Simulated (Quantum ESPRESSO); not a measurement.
## W4ZnMgTa2 (finding a planted mistake in a log)

A calculation, not a measurement. The program is pw.x of Quantum ESPRESSO 7.5 (plane-wave density functional theory). The cell is made up: eight metal atoms on a face-centred cubic lattice, with elements, volume, strain and displacements drawn at random and not relaxed, so it may be unstable or far from any real phase. PseudoDojo standard norm-conserving files set the functional (PBE unless stated); there is no spin polarisation or spin-orbit coupling, the Fermi-Dirac width of 0.25 eV means electrons at about 2900 K, and the masses in the input are unused placeholders. Heavy elements are run without spin-orbit coupling, which real alloys of them have. A spin test at this wide smearing found no moment, but such smearing suppresses magnetism that the real alloy may have.

Intended input:

```
&control calculation='scf', pseudo_dir='./dojo.nc.sr.pbe.v0_5.standard.upf', outdir='./o', disk_io='minimal', tprnfor=.true., tstress=.true. /
&system ibrav=0, nat=8, ntyp=4, nbnd=72, ecutwfc=84.00895049, nosym=.true., tot_charge=0,
 occupations='smearing', smearing='fd', degauss=0.0183746611
/
&electrons conv_thr=1.470e-08, electron_maxstep=70, mixing_beta=0.5 /
ATOMIC_SPECIES
Mg 1.0 Mg.upf
Ta 1.0 Ta.upf
W 1.0 W.upf
Zn 1.0 Zn.upf
CELL_PARAMETERS angstrom
0.0432 2.0057 2.0283
0.0166 4.0815 -4.1268
-8.1773 -2.1437 1.9935
ATOMIC_POSITIONS angstrom
W -0.0217 0.0539 0.0697
W -4.0836 -0.0867 -0.0284
Zn -0.0248 2.0738 -2.0765
Mg -4.0558 1.9673 -2.082
W -6.1388 -0.0892 2.0002
Ta -1.9874 2.0077 -0.0237
Ta -6.1098 2.0241 -0.0482
W -2.0084 4.0133 -2.1116
K_POINTS automatic
8 4 3 1 1 1
```

The log is shortened where brackets say so; the opening notice, blank lines, dates and the lines on written files are dropped, and the path of the files is cut. It prints rydbergs, bohrs and kilobars, and counts compression as positive stress. Its total energy is the free energy E - TS of the whole cell.

Log of the intended run:

```
     Program PWSCF v.7.5
     Parallel version (MPI & OpenMP), running on       4 processor cores
     Number of MPI processes:                 4
     Threads/MPI process:                     1
     [start-up lines left out]
     bravais-lattice index     =            0
     lattice parameter (alat)  =       5.3911  a.u.
     unit-cell volume          =     912.4498 (a.u.)^3
     number of atoms/cell      =            8
     number of atomic types    =            4
     number of electrons       =       112.00
     number of Kohn-Sham states=           72
     kinetic-energy cutoff     =      84.0090  Ry
     charge density cutoff     =     336.0358  Ry
     scf convergence threshold =      1.5E-08
     mixing beta               =       0.5000
     number of iterations used =            8  plain     mixing
     Exchange-correlation= PBE
                           (   1   4   3   4   0   0   0)
     [axes and pseudopotential details left out]
   Cartesian axes
     site n.     atom                  positions (alat units)
         1        W      tau(   1) = (  -0.0076065   0.0188934   0.0244318  )
         2        W      tau(   2) = (  -1.4314154  -0.0303908  -0.0099550  )
         3        Zn     tau(   3) = (  -0.0086931   0.7269246  -0.7278710  )
         4        Mg     tau(   4) = (  -1.4216707   0.6895934  -0.7297989  )
         5        W      tau(   5) = (  -2.1518202  -0.0312671   0.7011257  )
         6        Ta     tau(   6) = (  -0.6966390   0.7037547  -0.0083075  )
         7        Ta     tau(   7) = (  -2.1416549   0.7095034  -0.0168954  )
         8        W      tau(   8) = (  -0.7040001   1.4067733  -0.7401745  )
     number of k points=    48  Fermi-Dirac smearing, width (Ry)=  0.0184
                       cart. coord. in units 2pi/alat
        k(    1) = (  -0.0811676   0.0891736   0.0014562), wk =   0.0416667
        k(    2) = (   0.1517056   0.0861923  -0.0005556), wk =   0.0416667
     [further k points left out]
     Dense  grid:    94889 G-vectors     FFT dimensions: (  32,  64,  96)
     Estimated max dynamical RAM per process >     338.00 MB
     Estimated total dynamical RAM >       1.25 GB
     Initial potential from superposition of free atoms
     starting charge     111.9952, renormalised to     112.0000
     Starting wfcs are   75 randomized atomic wfcs
     total cpu time spent up to now is        5.1 secs
     per-process dynamical memory:   263.1 Mb
     Self-consistent Calculation
     iteration #  1     ecut=    84.01 Ry     beta= 0.50
     Davidson diagonalization with overlap
     ethr =  1.00E-02,  avg # of iterations =  3.1
     Threshold (ethr) on eigenvalues was too large:
     Diagonalizing with lowered threshold
     Davidson diagonalization with overlap
     ethr =  5.39E-04,  avg # of iterations =  3.2
     total cpu time spent up to now is       27.0 secs
     total energy              =   -1403.69013446 Ry
     estimated scf accuracy    <       0.61678086 Ry
     iteration #  2     ecut=    84.01 Ry     beta= 0.50
     Davidson diagonalization with overlap
     ethr =  5.51E-04,  avg # of iterations =  4.3
     total cpu time spent up to now is       39.4 secs
     total energy              =   -1403.46139902 Ry
     estimated scf accuracy    <       3.59076675 Ry
     [iterations 3 to 17 left out]
     iteration # 18     ecut=    84.01 Ry     beta= 0.50
     Davidson diagonalization with overlap
     ethr =  1.66E-10,  avg # of iterations =  2.4
     total cpu time spent up to now is      198.6 secs
     total energy              =   -1403.93418564 Ry
     estimated scf accuracy    <       0.00000027 Ry
     iteration # 19     ecut=    84.01 Ry     beta= 0.50
     Davidson diagonalization with overlap
     ethr =  1.66E-10,  avg # of iterations =  1.1
     total cpu time spent up to now is      207.4 secs
     End of self-consistent calculation
     [lines on levels left out]
!    total energy              =   -1403.93418567 Ry
     estimated scf accuracy    <          3.2E-09 Ry
     smearing contrib. (-TS)   =      -0.10237952 Ry
     internal energy E=F+TS    =   -1403.83180615 Ry
     The total energy is F=E-TS. E is the sum of the following terms:
     one-electron contribution =    -526.30977630 Ry
     hartree contribution      =     310.47066966 Ry
     xc contribution           =    -252.36986895 Ry
     ewald contribution        =    -935.62283057 Ry
     convergence has been achieved in  19 iterations
     Forces acting on atoms (cartesian axes, Ry/au):
     atom    1 type  3   force =     0.00270079    0.00173698   -0.00546884
     atom    2 type  3   force =    -0.00422077   -0.00842496    0.00755342
     atom    3 type  4   force =     0.00904069   -0.00434047    0.00500499
     atom    4 type  1   force =    -0.00416391    0.01697420   -0.01008872
     atom    5 type  3   force =    -0.01774916    0.00929878   -0.01055187
     atom    6 type  2   force =     0.01538776   -0.00250170    0.00091060
     atom    7 type  2   force =    -0.02130200   -0.02163364    0.01769654
     atom    8 type  3   force =     0.02030661    0.00889082   -0.00505613
     Total force =     0.056812     Total SCF correction =     0.000250
     Computing stress (Cartesian axis) and pressure
          total   stress  (Ry/bohr**3)                   (kbar)     P=       -8.63
   0.00013606  -0.00006355   0.00001090           20.02       -9.35        1.60
  -0.00006355  -0.00016006  -0.00001727           -9.35      -23.55       -2.54
   0.00001090  -0.00001727  -0.00015193            1.60       -2.54      -22.35
     init_run     :      4.79s CPU      4.95s WALL (       1 calls)
     electrons    :    198.96s CPU    202.30s WALL (       1 calls)
     forces       :      1.68s CPU      1.69s WALL (       1 calls)
     stress       :      5.78s CPU      5.90s WALL (       1 calls)
     [timing details left out]
     PWSCF        :   3m31.39s CPU   3m35.07s WALL
     JOB DONE.
```

A second run was made from an input with one planted mistake. Its log:

```
     Program PWSCF v.7.5
     Parallel version (MPI & OpenMP), running on       4 processor cores
     Number of MPI processes:                 4
     Threads/MPI process:                     1
     [start-up lines left out]
     bravais-lattice index     =            0
     lattice parameter (alat)  =       5.3911  a.u.
     unit-cell volume          =     912.4498 (a.u.)^3
     number of atoms/cell      =            8
     number of atomic types    =            4
     number of electrons       =       112.00
     number of Kohn-Sham states=           72
     kinetic-energy cutoff     =      84.0090  Ry
     charge density cutoff     =     336.0358  Ry
     scf convergence threshold =      1.5E-08
     mixing beta               =       0.5000
     number of iterations used =            8  plain     mixing
     Exchange-correlation= SLA  PW   NOGX NOGC
                           (   1   4   0   0   0   0   0)
     [axes and pseudopotential details left out]
   Cartesian axes
     site n.     atom                  positions (alat units)
         1        W      tau(   1) = (  -0.0076065   0.0188934   0.0244318  )
         2        W      tau(   2) = (  -1.4314154  -0.0303908  -0.0099550  )
         3        Zn     tau(   3) = (  -0.0086931   0.7269246  -0.7278710  )
         4        Mg     tau(   4) = (  -1.4216707   0.6895934  -0.7297989  )
         5        W      tau(   5) = (  -2.1518202  -0.0312671   0.7011257  )
         6        Ta     tau(   6) = (  -0.6966390   0.7037547  -0.0083075  )
         7        Ta     tau(   7) = (  -2.1416549   0.7095034  -0.0168954  )
         8        W      tau(   8) = (  -0.7040001   1.4067733  -0.7401745  )
     number of k points=    48  Fermi-Dirac smearing, width (Ry)=  0.0184
                       cart. coord. in units 2pi/alat
        k(    1) = (  -0.0811676   0.0891736   0.0014562), wk =   0.0416667
        k(    2) = (   0.1517056   0.0861923  -0.0005556), wk =   0.0416667
     [further k points left out]
     Dense  grid:    94889 G-vectors     FFT dimensions: (  32,  64,  96)
     Estimated max dynamical RAM per process >     338.00 MB
     Estimated total dynamical RAM >       1.25 GB
     Initial potential from superposition of free atoms
     starting charge     111.9960, renormalised to     112.0000
     Starting wfcs are   75 randomized atomic wfcs
     total cpu time spent up to now is        5.1 secs
     per-process dynamical memory:   263.1 Mb
     Self-consistent Calculation
     iteration #  1     ecut=    84.01 Ry     beta= 0.50
     Davidson diagonalization with overlap
     ethr =  1.00E-02,  avg # of iterations =  3.1
     Threshold (ethr) on eigenvalues was too large:
     Diagonalizing with lowered threshold
     Davidson diagonalization with overlap
     ethr =  5.32E-04,  avg # of iterations =  2.7
     total cpu time spent up to now is       26.5 secs
     total energy              =   -1404.00487742 Ry
     estimated scf accuracy    <       0.60825416 Ry
     iteration #  2     ecut=    84.01 Ry     beta= 0.50
     Davidson diagonalization with overlap
     ethr =  5.43E-04,  avg # of iterations =  4.2
     total cpu time spent up to now is       38.8 secs
     total energy              =   -1403.76879066 Ry
     estimated scf accuracy    <       3.62896261 Ry
     [iterations 3 to 17 left out]
     iteration # 18     ecut=    84.01 Ry     beta= 0.50
     Davidson diagonalization with overlap
     ethr =  9.54E-11,  avg # of iterations =  2.4
     total cpu time spent up to now is      199.4 secs
     total energy              =   -1404.24418182 Ry
     estimated scf accuracy    <       0.00000020 Ry
     iteration # 19     ecut=    84.01 Ry     beta= 0.50
     Davidson diagonalization with overlap
     ethr =  9.54E-11,  avg # of iterations =  1.2
     total cpu time spent up to now is      208.0 secs
     End of self-consistent calculation
     [lines on levels left out]
!    total energy              =   -1404.24418184 Ry
     estimated scf accuracy    <          2.1E-09 Ry
     smearing contrib. (-TS)   =      -0.10454506 Ry
     internal energy E=F+TS    =   -1404.13963678 Ry
     The total energy is F=E-TS. E is the sum of the following terms:
     one-electron contribution =    -528.90968918 Ry
     hartree contribution      =     310.24706442 Ry
     xc contribution           =    -249.85418145 Ry
     ewald contribution        =    -935.62283057 Ry
     convergence has been achieved in  19 iterations
     Forces acting on atoms (cartesian axes, Ry/au):
     atom    1 type  3   force =     0.00162368    0.00276739   -0.00346849
     atom    2 type  3   force =    -0.00335086   -0.00942935    0.00691392
     atom    3 type  4   force =     0.00711954   -0.00337948    0.00441756
     atom    4 type  1   force =    -0.00357581    0.01599752   -0.00969544
     atom    5 type  3   force =    -0.02008477    0.00942390   -0.01040632
     atom    6 type  2   force =     0.02049307   -0.00849760    0.00538204
     atom    7 type  2   force =    -0.02543833   -0.02008799    0.01766050
     atom    8 type  3   force =     0.02321347    0.01320561   -0.01080377
     Total force =     0.062680     Total SCF correction =     0.000206
     Computing stress (Cartesian axis) and pressure
          total   stress  (Ry/bohr**3)                   (kbar)     P=     -124.53
  -0.00063973  -0.00003852   0.00002167          -94.11       -5.67        3.19
  -0.00003852  -0.00095413  -0.00003394           -5.67     -140.36       -4.99
   0.00002167  -0.00003394  -0.00094573            3.19       -4.99     -139.12
     init_run     :      4.83s CPU      4.95s WALL (       1 calls)
     electrons    :    198.82s CPU    202.91s WALL (       1 calls)
     forces       :      1.61s CPU      1.61s WALL (       1 calls)
     stress       :      5.65s CPU      5.65s WALL (       1 calls)
     [timing details left out]
     PWSCF        :   3m31.04s CPU   3m35.29s WALL
     JOB DONE.
```

Question: the log repeats what the program read. Compare it with the intended run: what was wrong in the second input?

Answer: the files are those of another functional. The input lines that differ:

```
- &control calculation='scf', pseudo_dir='./dojo.nc.sr.pbe.v0_5.standard.upf', outdir='./o', disk_io='minimal', tprnfor=.true., tstress=.true. /
+ &control calculation='scf', pseudo_dir='./dojo.nc.sr.lda.v0_4_1.standard.upf', outdir='./o', disk_io='minimal', tprnfor=.true., tstress=.true. /
```

|  | intended run | run with the mistake |
| --- | --- | --- |
| free energy (eV) | -19101.498 | -19105.715 |
| entropy term -TS, part of it (eV) | -1.393 | -1.422 |
| pressure (GPa) | -0.86 | -12.45 |
| size of the largest force component (eV/Å) | 0.556 | 0.654 |
| largest change of a force component (eV/Å) |  | 0.154 |
| iterations | 19 | 19 |

For scale, a rerun of the intended cell at a higher cutoff and on a denser mesh moved values by no more than 0.010 eV in energy, 0.06 GPa in stress and 0.007 eV/Å in force, and a second program with other atomic files agreed on that cell to 2 % rms in force and 0.5 GPa in pressure. Files of another functional or element have another zero of energy, so the energy change says nothing on stability.